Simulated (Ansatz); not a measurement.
These are results of DFT PBE, scalar-relativistic, plane waves, PAW, and for the lanthanide a 4f-in-core norm-conserving potential, in Ansatz, not measurements. Cutoff 690 eV, Γ-centred meshes of about 0.25 Å⁻¹ or finer for metals and 0.3 Å⁻¹ for insulators (2π included), Gaussian smearing. No spin polarisation.

A search over trial structures of LiTmH₄ gave this relaxed cell.

```
Li Tm H
1.0
     3.43573    0.00000    0.00000
     0.00000    5.69207    0.00000
     0.00000    0.00000    6.06504
Li Tm H
2 2 8
Direct
  0.00000 0.50447 0.07265
  0.50000 0.49554 0.57265
  0.00000 0.96221 0.72474
  0.50000 0.03779 0.22474
  0.50000 0.19145 0.68362
  0.00000 0.12740 0.41609
  0.50000 0.83556 0.52491
  0.00000 0.80855 0.18362
  0.50000 0.87260 0.91609
  0.50000 0.41331 0.23301
  0.00000 0.58669 0.73301
  0.00000 0.16444 0.02491
```

Question: Is this structure dynamically stable?

Answer: As far as tested, yes. The phonons on a 2×1×1 q mesh of the computed 12-atom cell show no imaginary mode. After random moves of the atoms it relaxes back. The optical modes at Γ run from 99 to 1342 cm⁻¹ without the long-range field that lifts LO modes in polar insulators. Li has 5 H at 1.86–2.11 Å, 2 H at 2.87 Å, 1 H at 2.99 Å and 3 Tm at 3.30–3.35 Å; around Tm lie 9 H at 2.09–2.22 Å, 1 H at 2.92 Å and 3 Li at 3.30–3.35 Å; H on its first site has 1 Li at 1.86 Å, 2 Tm at 2.17 Å and 4 H at 2.24–2.39 Å; H on its second site is surrounded by 3 Tm at 2.09–2.13 Å and 8 H at 2.30–2.61 Å; 2 more sites not described.

The lanthanide is trivalent by construction, without f bands, f moments or other valences.
